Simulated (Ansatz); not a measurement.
## Relativity and the crystal structure of Hg

All-electron LAPW in Ansatz 0.2.0 under LDA, no spin polarisation, energies at zero smearing. Each structure type is relaxed to zero pressure at each level of relativity. k spacings are near 0.16 Å⁻¹ and smearing is 0.05 eV. Energies count from bcc at the same level and carry up to 5 meV/atom of mesh noise; only these types were tried.

| level | V bcc (Å³/atom) | V hcp (Å³/atom) | V sc (Å³/atom) | V diamond (Å³/atom) | E hcp − E bcc (meV/atom) | E sc − E bcc (meV/atom) | E diamond − E bcc (meV/atom) |
| --- | --- | --- | --- | --- | --- | --- | --- |
| non-relativistic | 24.25 | ? | 28.03 | ? | -83 | 147 | 494 |
| scalar-relativistic | 22.58 | 22.11 | 24.16 | 33.48 | 9 | -14 | 252 |
| with spin–orbit coupling | 21.98 | 21.44 | 23.51 | 32.09 | 1 | -47 | 232 |

Task: Give the missing entry: row "non-relativistic", column "V diamond (Å³/atom)".

Result: 38.27.

Task: Give the missing entry: row "non-relativistic", column "V hcp (Å³/atom)".

Result: 23.54.

Task: Which type is lowest at each level, and how does relativity move the volume?

Result: non-relativistic: hcp; scalar-relativistic: sc; with spin–orbit coupling: sc. The volume of sc changes by -13.8 % from the first level to the second and by -2.7 % from the second to the third.
